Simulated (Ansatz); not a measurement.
Input and command of a plane-wave DFT calculation in Ansatz:

```yaml
crystal:
  lattice:
    - [4.2677684493, 0.0, 5.2713767281]
    - [-5.1608917111, 5.2122247887, 0.0053656089]
    - [-5.1608917111, -5.2122247887, 0.0053656089]
  atoms:
    - { symbol: Hf, position: [0.7083664605, 0.4448497848, 0.987783641] }
    - { symbol: Hf, position: [0.7916335395, 0.012216359, 0.0551502152] }
    - { symbol: Hf, position: [0.7916335395, 0.512216359, 0.5551502152] }
    - { symbol: Hf, position: [0.2916335395, 0.5551502152, 0.012216359] }
    - { symbol: Hf, position: [0.2916335395, 0.0551502152, 0.512216359] }
    - { symbol: Hf, position: [0.2083664605, 0.487783641, 0.4448497848] }
    - { symbol: Hf, position: [0.2083664605, 0.987783641, 0.9448497848] }
    - { symbol: O, position: [0.9791627686, 0.1360810441, 0.3908652963], spin: 0.286 }
    - { symbol: O, position: [0.9766585741, 0.6351317723, 0.892347162] }
    - { symbol: O, position: [0.5273632687, 0.6162496706, 0.3681245382], spin: 0.286 }
    - { symbol: O, position: [0.5233414259, 0.107652838, 0.8648682277] }
    - { symbol: O, position: [0.0233414259, 0.3648682277, 0.107652838] }
    - { symbol: O, position: [0.0047554367, 0.8445316129, 0.6118968446], spin: 0.286 }
    - { symbol: O, position: [0.5021111342, 0.9029282375, 0.1563688201], spin: 0.286 }
    - { symbol: O, position: [0.4766585741, 0.392347162, 0.6351317723] }
    - { symbol: O, position: [0.3575658163, 0.8069254997, 0.4954102947], spin: 0.286 }
    - { symbol: O, position: [0.3484001833, 0.3049685464, 0.9763016396] }
    - { symbol: O, position: [0.1515998167, 0.5236983604, 0.6950314536] }
    - { symbol: O, position: [0.1515998167, 0.0236983604, 0.1950314536] }
    - { symbol: O, position: [0.6515998167, 0.6950314536, 0.0236983604] }
    - { symbol: O, position: [0.6595642717, 0.2028676944, 0.5311596986], spin: 0.286 }
    - { symbol: O, position: [0.8544063309, 0.9790978636, 0.8069348104], spin: 0.286 }
    - { symbol: O, position: [0.8484001833, 0.4763016396, 0.3049685464] }
  host:
    lattice:
      - [5.1608917111, 0.0, -0.0053656089]
      - [0.0, 5.2122247887, 0.0]
      - [-0.8931232618, 0.0, 5.276742337]
    atoms:
      - { symbol: Hf, position: [0.2757330348, 0.4570661439, 0.7083664605] }
      - { symbol: Hf, position: [0.7242669652, 0.9570661439, 0.7916335395] }
      - { symbol: Hf, position: [0.7242669652, 0.5429338561, 0.2916335395] }
      - { symbol: Hf, position: [0.2757330348, 0.0429338561, 0.2083664605] }
      - { symbol: O, position: [0.4491796398, 0.7427846103, 0.9766585741] }
      - { symbol: O, position: [0.5508203602, 0.2427846103, 0.5233414259] }
      - { symbol: O, position: [0.5508203602, 0.2572153897, 0.0233414259] }
      - { symbol: O, position: [0.4491796398, 0.7572153897, 0.4766585741] }
      - { symbol: O, position: [0.0671299973, 0.3286669069, 0.3484001833] }
      - { symbol: O, position: [0.9328700027, 0.8286669069, 0.1515998167] }
      - { symbol: O, position: [0.9328700027, 0.6713330931, 0.6515998167] }
      - { symbol: O, position: [0.0671299973, 0.1713330931, 0.8484001833] }
basis:
  ecutwfc: 420
  xc_grid: 2
kpoints:
  mp_grid: { grid: [2, 2, 2], shift: [0.5, 0.5, 0.5] }
hamiltonian:
  xc: pbe
scf:
  occupations: { method: gaussian, width: 0.01 }
output:
  forces: true
  stress: false
  eigenvalues: true
  populations: true
  charged_corrections: { defect_position: [0.70836646, 0.94484978, 0.48778364] }
magnetization:
  spin_polarized: true
relax:
  adjacent_minimum: "off"
  f_tol: 0.025
  max_steps: 45
```

```bash
ansatz run input.yaml --threads 4 --pin off --max-ram 10240MiB --backend cpu --events-out ev --progress --plain --runs-dir out
```

Processor: Intel(R) Xeon(R) Platinum 8259CL CPU @ 2.50GHz (Skylake/Cascade Lake), 4 threads, on a host shared with other jobs.

Q: How long does it run, and how much memory does it take?

A: About 6.9 min on 4 threads of Intel(R) Xeon(R) Platinum 8259CL CPU @ 2.50GHz (Skylake/Cascade Lake), with other jobs on the host, peak memory 1.4 GiB. It solves 169 bands at 4 k points (the mesh reduced by the symmetry that the task leaves, which can be less than the crystal's) with about 5549 plane waves, in 152 SCF iterations over 15 ionic steps.
